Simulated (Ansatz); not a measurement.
Relaxed-ion elastic tensor of Sb₂Au in space group Pa-3 (No. 205; Sb on 8c, Au on 4a) in GPa (Voigt order), the program Ansatz at the r²SCAN level (PAW); density 9.58 g/cm³, 25.46 Å³ per atom.

```
      1     2     3     4     5     6
-  ----  ----  ----  ----  ----  ----
1   132  55.5  55.5   0.0   0.0   0.0
2  55.5   132  55.5   0.0   0.0   0.0
3  55.5  55.5   132   0.0   0.0   0.0
4   0.0   0.0   0.0  25.1   0.0   0.0
5   0.0   0.0   0.0   0.0  25.1   0.0
6   0.0   0.0   0.0   0.0   0.0  25.1
```

Question: Is the crystal mechanically stable?

Answer: Yes: the smallest eigenvalue of C is 25.1 GPa.

Question: Work out the Voigt, Reuss and Hill averages.

Answer: K_V = 81.0, K_R = 81.0, K_H = 81.0; G_V = 30.4, G_R = 29.1, G_H = 29.7 GPa.

Question: Give Young's modulus, Poisson's ratio, Pugh's ratio and the universal anisotropy index.

Answer: E = 9KG/(3K + G) = 79.5 GPa; ν = 0.34; K/G = 2.73 (ductile by the Pugh limit of 1.75); A_U = 5G_V/G_R + K_V/K_R − 6 = 0.22.

Question: Estimate the sound speeds and the Debye temperature.

Answer: v_l = √((K + 4G/3)/ρ) = 3550 m/s, v_t = √(G/ρ) = 1760 m/s, mean 1980 m/s; Θ = (h/k)(3n/4πV)^(1/3) v_m = 200 K.

Question: Give the Zener ratio and Young's modulus along [100], [110] and [111].

Answer: A = 2C44/(C11 − C12) = 0.66; 1/E = S11 − 2(S11 − S12 − S44/2)Γ with Γ = 0, 1/4, 1/3 gives 99.2, 74.0, 68.2 GPa.

The workflow started from a Materials Project entry (that database holds measured and hypothetical structures alike); the Crystallography Open Database files this formula in space group No. 205, but the cells were not matched. Its standing as an ambient phase is unchecked. The r²SCAN relaxation kept the symmetry of its start; its stability against distortions is not shown here. As this level gives no gap, shear constants depend on the k-mesh and smearing (Fermi–Dirac, 0.1 eV here). Scalar-relativistic: spin–orbit coupling is off unless named, which matters more the heavier the elements.

Potentials: the later of the program's two PAW sets.
